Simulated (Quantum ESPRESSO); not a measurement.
Si15, input and log of a self-consistent run

Simulated, not a measurement. The program is pw.x of Quantum ESPRESSO 7.5 (plane-wave density functional theory). The cell is made up: 15 atoms on a doubled zincblende/diamond lattice with one site empty, with randomly drawn elements, strain and displacements, not relaxed. PseudoDojo standard norm-conserving files (v0.5 for PBE, v0.4.1 for LDA and PBEsol) set the functional; there is no spin polarisation, spin-orbit coupling or dispersion term, and the masses in the input are unused placeholders. A spin-polarised start on this cell or one of its family kept no moment above 0.05 Bohr magneton at the same smearing; a narrower smearing was not tried.

Input:

```
&control calculation='scf', pseudo_dir='./dojo.nc.sr.pbe.v0_5.standard.upf', outdir='./o', disk_io='low', tprnfor=.true., tstress=.true. /
&system ibrav=0, nat=15, ntyp=1, nbnd=40, ecutwfc=36.01433573, nosym=.true., tot_charge=0,
 occupations='smearing', smearing='fd', degauss=0.0073498644
/
&electrons conv_thr=7.350e-09, electron_maxstep=60, /
ATOMIC_SPECIES
Si 1.0 Si.upf
CELL_PARAMETERS angstrom
5.5927 -0.0673 -0.0017
-0.0673 5.495 -0.022
-0.0034 -0.0439 11.0897
ATOMIC_POSITIONS angstrom
Si 0.0222 0.0147 -0.0098
Si -0.052 2.7171 2.8413
Si 2.7426 2.6507 -0.0861
Si 0.0332 0.0305 5.4475
Si 0.0252 2.7111 8.2953
Si 2.7688 -0.0308 8.3346
Si 2.7276 2.695 5.5295
Si 1.4168 1.3649 1.3782
Si 1.3833 4.0963 4.1801
Si 4.2007 1.3042 4.1602
Si 4.1588 4.0304 1.2343
Si 1.449 1.4248 6.9097
Si 1.3478 4.1599 9.7653
Si 4.2167 1.2752 9.671
Si 4.1221 4.0576 6.903
K_POINTS automatic
6 6 4 1 1 1
```

The log is shortened where brackets say so; the opening notice, blank lines, dates and the lines on written files are dropped, and the path of the files is cut. It prints rydbergs, bohrs and kilobars, and counts compression as positive stress.

```
     Program PWSCF v.7.5
     Parallel version (MPI & OpenMP), running on       4 processor cores
     Number of MPI processes:                 4
     Threads/MPI process:                     1
     [start-up lines left out]
     bravais-lattice index     =            0
     lattice parameter (alat)  =      10.5694  a.u.
     unit-cell volume          =    2299.5067 (a.u.)^3
     number of atoms/cell      =           15
     number of atomic types    =            1
     number of electrons       =        60.00
     number of Kohn-Sham states=           40
     kinetic-energy cutoff     =      36.0143  Ry
     charge density cutoff     =     144.0573  Ry
     scf convergence threshold =      7.3E-09
     mixing beta               =       0.7000
     number of iterations used =            8  plain     mixing
     Exchange-correlation= PBE
                           (   1   4   3   4   0   0   0)
     [axes and pseudopotential details left out]
   Cartesian axes
     site n.     atom                  positions (alat units)
         1        Si     tau(   1) = (   0.0039692   0.0026282  -0.0017522  )
         2        Si     tau(   2) = (  -0.0092972   0.4857945   0.5080005  )
         3        Si     tau(   3) = (   0.4903537   0.4739228  -0.0153940  )
         4        Si     tau(   4) = (   0.0059359   0.0054531   0.9739670  )
         5        Si     tau(   5) = (   0.0045055   0.4847218   1.4831296  )
         6        Si     tau(   6) = (   0.4950381  -0.0055068   1.4901561  )
         7        Si     tau(   7) = (   0.4876719   0.4818433   0.9886279  )
         8        Si     tau(   8) = (   0.2533119   0.2440326   0.2464105  )
         9        Si     tau(   9) = (   0.2473224   0.7323839   0.7473666  )
        10        Si     tau(  10) = (   0.7510497   0.2331800   0.7438086  )
        11        Si     tau(  11) = (   0.7435583   0.7206015   0.2206824  )
        12        Si     tau(  12) = (   0.2590690   0.2547422   1.2353960  )
        13        Si     tau(  13) = (   0.2409753   0.7437550   1.7459532  )
        14        Si     tau(  14) = (   0.7539104   0.2279950   1.7290932  )
        15        Si     tau(  15) = (   0.7369967   0.7254646   1.2341981  )
     number of k points=    72  Fermi-Dirac smearing, width (Ry)=  0.0073
                       cart. coord. in units 2pi/alat
        k(    1) = (   0.0843948   0.0861086   0.0634107), wk =   0.0277778
        k(    2) = (   0.0844392   0.0866140   0.1895005), wk =   0.0277778
     [further k points left out]
     Dense  grid:    67111 G-vectors     FFT dimensions: (  45,  40,  81)
     Estimated max dynamical RAM per process >     191.74 MB
     Estimated total dynamical RAM >     717.80 MB
     Initial potential from superposition of free atoms
     starting charge      59.9908, renormalised to      60.0000
     Starting wfcs are   60 randomized atomic wfcs
     total cpu time spent up to now is       10.9 secs
     per-process dynamical memory:   168.8 Mb
     Self-consistent Calculation
     iteration #  1     ecut=    36.01 Ry     beta= 0.70
     Davidson diagonalization with overlap
     ethr =  1.00E-02,  avg # of iterations =  3.0
     Threshold (ethr) on eigenvalues was too large:
     Diagonalizing with lowered threshold
     Davidson diagonalization with overlap
     ethr =  5.53E-04,  avg # of iterations =  4.5
     total cpu time spent up to now is       46.7 secs
     total energy              =    -126.59137702 Ry
     estimated scf accuracy    <       0.38446480 Ry
     iteration #  2     ecut=    36.01 Ry     beta= 0.70
     Davidson diagonalization with overlap
     ethr =  6.41E-04,  avg # of iterations =  2.9
     total cpu time spent up to now is       64.2 secs
     total energy              =    -126.47675594 Ry
     estimated scf accuracy    <       0.44735631 Ry
     iteration #  3     ecut=    36.01 Ry     beta= 0.70
     Davidson diagonalization with overlap
     ethr =  6.41E-04,  avg # of iterations =  4.7
     total cpu time spent up to now is       80.0 secs
     total energy              =    -126.52534661 Ry
     estimated scf accuracy    <       0.95819931 Ry
     iteration #  4     ecut=    36.01 Ry     beta= 0.70
     Davidson diagonalization with overlap
     ethr =  6.41E-04,  avg # of iterations =  2.2
     total cpu time spent up to now is       92.8 secs
     total energy              =    -126.63201241 Ry
     estimated scf accuracy    <       0.02322115 Ry
     iteration #  5     ecut=    36.01 Ry     beta= 0.70
     Davidson diagonalization with overlap
     ethr =  3.87E-05,  avg # of iterations = 10.9
     total cpu time spent up to now is      114.5 secs
     total energy              =    -126.63484606 Ry
     estimated scf accuracy    <       0.05836260 Ry
     [iterations 6 to 9 left out]
     iteration # 10     ecut=    36.01 Ry     beta= 0.70
     Davidson diagonalization with overlap
     ethr =  2.17E-08,  avg # of iterations =  2.0
     total cpu time spent up to now is      187.0 secs
     total energy              =    -126.64092104 Ry
     estimated scf accuracy    <       0.00000356 Ry
     iteration # 11     ecut=    36.01 Ry     beta= 0.70
     Davidson diagonalization with overlap
     ethr =  5.93E-09,  avg # of iterations =  2.2
     total cpu time spent up to now is      199.3 secs
     total energy              =    -126.64092151 Ry
     estimated scf accuracy    <       0.00000014 Ry
     iteration # 12     ecut=    36.01 Ry     beta= 0.70
     Davidson diagonalization with overlap
     ethr =  2.26E-10,  avg # of iterations =  4.9
     total cpu time spent up to now is      217.3 secs
     total energy              =    -126.64092159 Ry
     estimated scf accuracy    <       0.00000013 Ry
     iteration # 13     ecut=    36.01 Ry     beta= 0.70
     Davidson diagonalization with overlap
     ethr =  2.24E-10,  avg # of iterations =  1.5
     total cpu time spent up to now is      228.8 secs
     total energy              =    -126.64092159 Ry
     estimated scf accuracy    <       0.00000005 Ry
     iteration # 14     ecut=    36.01 Ry     beta= 0.70
     Davidson diagonalization with overlap
     ethr =  7.80E-11,  avg # of iterations =  1.8
     total cpu time spent up to now is      239.5 secs
     End of self-consistent calculation
          k = 0.0844 0.0861 0.0634 (  8381 PWs)   bands (ev):
    -6.4216  -5.6713  -4.9106  -3.3052  -3.2674  -3.0868  -2.9724  -2.4442
    -2.1218  -2.0122  -1.9817  -1.7568   0.3273   1.1585   1.2605   1.5916
     1.9053   1.9505   2.1145   2.1479   2.2203   2.4965   2.6209   2.9049
     2.9785   3.3361   3.5342   4.0269   4.1121   5.4091   5.6515   5.7223
     5.8345   6.1236   6.2166   6.3948   6.6394   6.7119   6.9380   7.0672
     [levels at the other k points left out]
     the Fermi energy is     5.0846 ev
!    total energy              =    -126.64092159 Ry
     estimated scf accuracy    <          6.3E-09 Ry
     smearing contrib. (-TS)   =      -0.00961082 Ry
     internal energy E=F+TS    =    -126.63131077 Ry
     The total energy is F=E-TS. E is the sum of the following terms:
     one-electron contribution =      24.68580863 Ry
     hartree contribution      =      11.66230437 Ry
     xc contribution           =     -45.45877600 Ry
     ewald contribution        =    -117.52064777 Ry
     convergence has been achieved in  14 iterations
     Forces acting on atoms (cartesian axes, Ry/au):
     atom    1 type  1   force =    -0.01246555    0.01921409    0.02106881
     atom    2 type  1   force =     0.01252890    0.02295248   -0.04714414
     atom    3 type  1   force =     0.00434373    0.02051835    0.01082550
     atom    4 type  1   force =    -0.00055169   -0.01024561    0.03852069
     atom    5 type  1   force =    -0.01533530    0.03048165    0.00280008
     atom    6 type  1   force =     0.00978635   -0.00491083   -0.01814983
     atom    7 type  1   force =     0.03787817    0.01469633   -0.02732061
     atom    8 type  1   force =    -0.02182839    0.00174894    0.01570978
     atom    9 type  1   force =    -0.01072099   -0.00154054   -0.01614943
     atom   10 type  1   force =    -0.02198923    0.00292873    0.00501447
     atom   11 type  1   force =     0.01689235   -0.02162240    0.03249375
     atom   12 type  1   force =    -0.03117199   -0.04569838    0.01731286
     atom   13 type  1   force =     0.00831637   -0.03746796   -0.03621526
     atom   14 type  1   force =     0.00383427    0.00133971   -0.00515453
     atom   15 type  1   force =     0.02048301    0.00760544    0.00638787
     Total force =     0.142041     Total SCF correction =     0.000157
     Computing stress (Cartesian axis) and pressure
          total   stress  (Ry/bohr**3)                   (kbar)     P=      -35.26
  -0.00030703   0.00011364  -0.00005877          -45.17       16.72       -8.65
   0.00011364  -0.00021721  -0.00000741           16.72      -31.95       -1.09
  -0.00005877  -0.00000741  -0.00019492           -8.65       -1.09      -28.67
     init_run     :      7.64s CPU      8.15s WALL (       1 calls)
     electrons    :    226.48s CPU    228.74s WALL (       1 calls)
     forces       :      3.80s CPU      3.85s WALL (       1 calls)
     stress       :     11.35s CPU     11.89s WALL (       1 calls)
     [timing details left out]
     PWSCF        :   4m12.05s CPU   4m15.53s WALL
     JOB DONE.
```

In other units: free energy -1723.038 eV for the cell, pressure -3.53 GPa, largest force component 1.212 eV/Å. A rerun of this cell at a cutoff of 718 eV and k mesh 8 x 8 x 6 moved values by no more than 0.006 eV in energy, 0.02 GPa in stress and 0.003 eV/Å in force.